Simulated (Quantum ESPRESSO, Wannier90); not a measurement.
# GeTe(PbSe)$_{2}$ (P3m1): Wannier90 run

```
begin unit_cell_cart
ang
    4.3205301135    0.0000000000    0.0000000000
   -2.1602650568    3.7416888361    0.0000000000
    0.0000000000    0.0000000000   10.8339200000
end unit_cell_cart
begin atoms_frac
Ge   0.0000000000  0.0000000000  0.0062000000
Te  -0.3333333333  0.3333333333 -0.1353500000
Pb  -0.3333333333  0.3333333333  0.3133200000
Pb   0.3333333333 -0.3333333333 -0.3457800000
Se   0.3333333333 -0.3333333333  0.1603700000
Se   0.0000000000  0.0000000000 -0.4987700000
end atoms_frac
```

Materials Project entry mp-1224368; symmetrised, unrelaxed at this level. Not found in the COD (Crystallography Open Database) copy used; not checked further. Computed values, not measurements, from PBEsol: Quantum ESPRESSO (norm-conserving PseudoDojo potentials, cutoff 69 Ry, no spin polarisation, no spin-orbit coupling) on a Γ-centred 6×6×4 mesh, then Wannier90. Density: 12×12×4 mesh, Gaussian smearing 0.01 Ry. Spin-orbit coupling is left out although heavy elements are present.

Bands 31-32 form an isolated set from -13.23 to -12.05 eV relative to the valence-band maximum (on the path) and are turned into 2 Wannier functions by minimising the spread from the start: atomic waves Se 4s.

### Question
Where do the functions sit, how wide are they and what are they made of?

### Answer
```tsv
functions	spread (Å²)	nearest atom, distance (Å)	second atom, distance (Å)	weight on atomic waves
1	2.02	Se 0.02	Ge 2.99	Se 4s 77 %, Pb 6p 8 %, Ge 4p 5 %
1	1.92	Se 0.10	Pb 2.94	Se 4s 79 %, Pb 6p 12 %, Pb 6s 5 %
```

Ω_I = 3.93 Å², Ω_total = 3.94 Å²; the interpolated bands follow pw.x to 0.2 meV rms on the path. Only this start was tried; a symmetric start can stop on a saddle, and mixtures of these functions could lower the total by at most Ω_total − Ω_I.
